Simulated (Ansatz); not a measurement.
**Notes on La₂Ga**

```
Ga La
1.0
     2.03225    3.51996    0.00000
    -2.03225    3.51996    0.00000
     0.00000   -2.34664    6.71430
Ga La
1 2
Direct
  0.00000 0.00000 0.00000
  0.25793 0.25793 0.77379
  0.74207 0.74207 0.22621
```

Method: PBE, no spin polarisation; PAW, plane waves to 420 eV, 10×10×10 Γ-centred mesh, fermi-dirac occupations (width 0.1 eV) (Ansatz 0.2.0), atoms fixed.

Where is the largest force?

The largest is on La2 (and as large on other atoms): 2.43 eV/Å, components (0.00, 0.00, -2.43). It makes 123° with the line to a nearest neighbour, Ga1 at 2.80 Å.

What do density and ELF say about some of the short contacts?

Ga–La at 2.80 Å: least valence density 0.30 e/Å³ and ELF 0.29 there. Both are smooth PAW fields, read partly inside the augmentation spheres.

Metal or insulator?

It is a metal, with about 4.7 states/eV a cell as the mean within 0.25 eV of the Fermi level, mostly La d (67 %) and Ga p (17 %).

What does the stress say?

The pressure is 11.5 GPa (compression positive), so with the atoms held at these fractions the cell would first expand; the forces are large, so a full relaxation may end otherwise.

Origin: a known structure type with other elements, at an estimated volume, so it need not be a known compound. Caveats: many states at the Fermi level without spin polarisation, so a magnetic state may lie lower; atoms or cell far from equilibrium; f levels without a U or exact exchange are poorly placed.
